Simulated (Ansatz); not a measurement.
InSb (zinc blende)

```yaml
crystal:
  lattice:
    - [0.00000, 6.51915, 6.51915]
    - [3.25957, 0.00000, 3.25957]
    - [3.25957, 3.25957, 0.00000]
  atoms:
    - { symbol: Sb, position: [0.37500, 0.75000, 0.75000] }
    - { symbol: Sb, position: [0.87500, 0.75000, 0.75000] }
    - { symbol: In, position: [0.00000, 0.00000, 0.00000] }
    - { symbol: In, position: [0.50000, 0.00000, 0.00000] }
```

Scan: atom 3 (In, nearest neighbour Sb at 2.823 Å; its periodic images, 4.6 Å or more away, move with it) is displaced along Cartesian [111], direction (0.577, 0.577, 0.577) in Cartesian axes, by s. The other atoms stay.

Method: PBEsol (plane waves to 420 eV, PAW, scalar-relativistic; Ansatz, a first-principles code). k mesh 5×10×10 (Γ-centred), Fermi-Dirac smearing 0.05 eV. The energy includes the smearing's −TS. Left out: 1 of 11 points, with atoms too close for the PAW data. With partly filled bands, energies and forces of such displacements shift with the k mesh and the smearing. At this level the bands of InSb touch or barely overlap; measurements give the solid a gap. InSb was relaxed with its symmetry unable to fall. Spin-orbit coupling is left out, though Sb is heavy. ΔE is measured from the undisplaced structure.

The scan covers s from -0.680 to 0.850 Å in 10 points.

Q: Is this a single well or a double well?

A: A single well with its minimum at or next to zero displacement.

Q: Is the energy the same for displacements of ±0.680 Å, and if not, which side lies higher?

A: Not even: the negative side lies higher at ±0.680 Å. With its periodic images moving along, the atom's site symmetry in this cell is 3m.

Q: What force acts on the atom along the line at s = -0.680 Å?

A: 13.4 eV/Å.

Q: What is the energy change at s = 0.850 Å?

A: 927 meV/cell.

Q: What is the force constant k = d²E/ds² of this move at s = 0?

A: 6.48 eV/Å².

(For displaced atoms, the force is minus the slope of the energy, and its curvature is a force constant, which sets phonon frequencies.)
